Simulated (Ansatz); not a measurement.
Given:

CaAlO2F:
```cif
data_AlCaFO2
_chemical_formula_sum 'Ca1 Al1 O2 F1'
_space_group_name_H-M_alt 'P 1'
_space_group_IT_number 1
_cell_length_a 3.72672
_cell_length_b 3.72672
_cell_length_c 3.67661
_cell_angle_alpha 90.000
_cell_angle_beta 90.000
_cell_angle_gamma 90.000
loop_
_space_group_symop_operation_xyz
  'x, y, z'
loop_
_atom_site_label
_atom_site_type_symbol
_atom_site_fract_x
_atom_site_fract_y
_atom_site_fract_z
_atom_site_occupancy
Ca1 Ca 0.50000 0.50000 0.50000 1
Al1 Al 0.00000 0.00000 0.00000 1
O1 O 0.50000 0.00000 0.00000 1
O2 O 0.00000 0.50000 0.00000 1
F1 F 0.00000 0.00000 0.50000 1
```

This is the PBEsol-relaxed structure.

**Question.** All from PBEsol in the plane-wave PAW code Ansatz, unless another level is named. Estimate the electronic dielectric constant ε∞ (DFPT).

**Answer.** 3.27 (xx = yy), 3.53 (zz).

**Question.** And the Born charges (a third of the trace)?

**Answer.** Ca +2.57, Al +2.90, O -2.05, F -1.37 e.

Space group P4/mmm. The start of the workflow was typed in or built on a structure type; neither database checked (COD, Materials Project) lists it. Whether it is the stable phase at ambient conditions was not checked. The PBEsol relaxation kept the symmetry of its start. At this level the phase is dynamically unstable (imaginary phonons).

Potentials: the earlier of the program's two PAW sets. The files were generated under PBE; for other functionals the program regenerates the frozen cores, and for LDA and PBEsol the local potential too.
